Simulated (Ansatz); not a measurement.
Here is the system:

Si$_{2}$Ni:
```yaml
crystal:
  lattice:
    - [0.00000, 2.72253, 2.72253]
    - [2.72253, 0.00000, 2.72253]
    - [2.72253, 2.72253, 0.00000]
  atoms:
    - { symbol: Ni, position: [0.00000, 0.00000, 0.00000] }
    - { symbol: Si, position: [0.25000, 0.25000, 0.25000] }
    - { symbol: Si, position: [0.75000, 0.75000, 0.75000] }
```

This is the PBE-relaxed structure.

Problem. All from PBE (plane waves, PAW; program Ansatz), unless another level is named. Predict the electronic character.

Solution. metallic (no gap).

Problem. What about the formation energy from the elements (no fitted shifts)?

Solution. -0.35 eV/atom.

Problem. Next, the density of states at the Fermi level?

Solution. 0.30 states/eV per atom (mean over ±0.08 eV).

Space group Fm-3m (fluorite or antifluorite type). The cell was relaxed with PBE under the symmetry of its start. The workflow began spin-polarised and lost its moments. The references are the lowest solids computed at this level, not always the standard phases.

Potentials: the later of the program's two PAW sets.
